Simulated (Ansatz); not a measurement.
A geometry of SiRu away from equilibrium: step 2 of the relaxation of a generated cell, SiRu placed in the AFLOW prototype AB_oP4_51_e_f (B19, as in CdAu). These are r2SCAN (plane waves to 500 eV, PAW, scalar-relativistic; Ansatz, an electronic-structure program) values and carry that method's errors. Γ-centred k-mesh 7×11×7 on the run's cell, Fermi–Dirac smearing 0.05 eV. The plane waves were selected for a different cell earlier on the path.

```yaml
crystal:
  lattice:
    - [4.34502, 0.00000, 0.00000]
    - [0.00000, 2.88594, 0.00000]
    - [0.00000, 0.00000, 4.37229]
  atoms:
    - { symbol: Si, position: [0.75000, 0.50000, 0.30372] }
    - { symbol: Si, position: [0.25000, 0.50000, 0.69628] }
    - { symbol: Ru, position: [0.75000, 0.00000, 0.79660] }
    - { symbol: Ru, position: [0.25000, 0.00000, 0.20340] }
```

### Question
Give the Cartesian forces on all atoms (eV/Å).

### Answer
```
atom    Fx    Fy     Fz
----  ----  ----  -----
Si1   0.00  0.00  -0.62
Si2   0.00  0.00   0.62
Ru3   0.00  0.00  -1.72
Ru4   0.00  0.00   1.72
```

The path ends in Pm-3m (No. 221) (CsCl type). No spin polarisation in the result.

The run could not lose the symmetry of its start.

The first start was generated by placing the elements on the sites of a structure type. Materials Project lists a structure of SiRu in the same space group, Pm-3m (No. 221); the sites were not compared with it, nor with measured phases.
